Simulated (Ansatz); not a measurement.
Each is relaxed and computed with PBEsol (plane waves, PAW; program Ansatz). Which is the only metal?
(A) LiC6, P6/mmm (Li on 1a, C on 6k)
(B) B4C, R-3m (B on 18h, B on 18h, C on 6c, C on 3b)
(C) LiF, zinc blende
(D) SiBCN, P3m1 (B on 1b, Si on 1c, C on 1b, N on 1c)

A, LiC6, P6/mmm (Li on 1a, C on 6k). LiC6: metal; SiBCN: gap 2.40 eV (indirect); B4C: gap 1.46 eV (indirect); LiF: gap 7.68 eV (direct). Typed or built starts, not in the databases checked: SiBCN, P3m1 (B on 1b, Si on 1c, C on 1b, N on 1c); LiF, zinc blende. Not the usual ambient phase: LiF, zinc blende. Standing as an ambient phase not checked: LiC6, P6/mmm (Li on 1a, C on 6k); B4C, R-3m (B on 18h, B on 18h, C on 6c, C on 3b). All cells were relaxed under the symmetry of their starts (and spin orders); stability against distortions was not tested throughout.

Potentials: the earlier of the program's two PAW sets. The files were generated under PBE; for other functionals the program regenerates the frozen cores, and for LDA and PBEsol the local potential too.
